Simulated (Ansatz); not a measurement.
Input:

MnB:
```
CELL_PARAMETERS angstrom
      5.36010     0.00000     0.00000
      0.00000     2.96151     0.00000
      0.00000     0.00000     4.06818
ATOMIC_POSITIONS crystal
  Mn 0.17587 0.25000 0.87651
  Mn 0.82413 0.75000 0.12349
  Mn 0.32413 0.75000 0.37651
  Mn 0.67587 0.25000 0.62349
  B  0.03421 0.25000 0.38315
  B  0.96579 0.75000 0.61685
  B  0.46579 0.75000 0.88315
  B  0.53421 0.25000 0.11685
```
The run is spin-polarised; directions of the spins, atom by atom: ↑ ↑ ↑ ↑ 0 0 0 0.

This is the PBEsol-relaxed structure.

Question: All from PBEsol (plane waves, PAW; program Ansatz), unless another level is named. Predict the electronic character.

Answer: metallic (no gap).

Question: Give the formation energy from the elements (no fitted shifts).

Answer: -0.51 eV/atom.

Question: Next, the density of states at the Fermi level?

Answer: 0.59 states/eV per atom (mean over ±0.08 eV).

Space group Pnma. The first step of the workflow began from a Materials Project structure, measured or hypothetical; the Crystallography Open Database files this formula in space group No. 62, but the cells were not matched. Whether it is the stable phase at ambient conditions was not checked. The cell was relaxed with PBEsol under the symmetry of its start; its stability against distortions is not shown here. Magnetic state: ferromagnetic, chosen from 5 collinear starts compared on coarse meshes (ties went to the first, and starts can fall back to one state), not a proven ground state. The references are the lowest solids computed at this level, not always the standard phases.

Potentials: the later of the program's two PAW sets.
